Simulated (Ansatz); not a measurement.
SrTiO3 (cubic perovskite, space group No. 221), plane-wave PAW LDA (Ansatz code), all energies at zero smearing, with the estimated change up to a 700 eV cutoff added, with one set of potentials and settings (totals compare only within such a set). Cell of 5 atoms (1 Sr, 1 Ti, 3 O): -7569.471 eV.

| element | reference phase | E (eV/atom) |
|---|---|---|
| Sr | Fm-3m, 1 atoms in the cell | -3444.3330 |
| Ti | P6/mmm, 3 atoms in the cell | -2450.3338 |
| O | C2/m, 4 atoms in the cell, spin-polarised | -552.6597 |

Formation energy per atom, worked out: (-7569.471 − 1×(-3444.3330) − 1×(-2450.3338) − 3×(-552.6597))/5 = -3.365 eV/atom (-325 kJ per mol of atoms), at 0 K, without zero-point energy or fitted corrections.

Space group Pm-3m (cubic perovskite). The cell was relaxed with LDA under the symmetry of its start. At this level the phase is dynamically unstable (imaginary phonons). No spin polarisation was allowed. The references are the lowest solids computed at this level, not always the standard phases (solids in place of the gases).

Potentials: the earlier of the program's two PAW sets. The files were generated under PBE; for other functionals the program regenerates the frozen cores, and for LDA and PBEsol the local potential too.
